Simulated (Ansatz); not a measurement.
LaP (rock salt, space group No. 225) at seven volumes, DFT-PBEsol in the program Ansatz with PAW potentials, scaled uniformly. One row is withheld.

```json
[
 {"V (Å³/atom)": "24.309", "P (GPa)": "?"},
 {"V (Å³/atom)": "25.110", "P (GPa)": "5.41"},
 {"V (Å³/atom)": "25.912", "P (GPa)": "2.52"},
 {"V (Å³/atom)": "26.713", "P (GPa)": "0.00"},
 {"V (Å³/atom)": "27.514", "P (GPa)": "-2.17"},
 {"V (Å³/atom)": "28.316", "P (GPa)": "-4.03"},
 {"V (Å³/atom)": "29.117", "P (GPa)": "-5.63"}
]
```

Question: Fit the shown pressures and predict the withheld one.

Answer: P = (3/2)B₀(x^(7/2) − x^(5/2))[1 + (3/4)(B′ − 4)(x − 1)] with x = (V₀/V)^(2/3). Least squares on the six rows gives V₀ = 26.713 Å³/atom, B₀ = 77.5 GPa, B′ = 3.94. At V = 24.309, x = 1.0649 and P = 8.80 GPa. The run itself gave 8.76 GPa.

Space group Fm-3m (rock salt). The workflow started from an entry of the Crystallography Open Database (COD). Whether it is the stable phase at ambient conditions was not checked. The cell was relaxed with PBEsol under the symmetry of its start; of distortions, only those at the zone centre were tested. Scalar-relativistic: spin–orbit coupling is off unless named, which matters more the heavier the elements.

Potentials: the later of the program's two PAW sets.
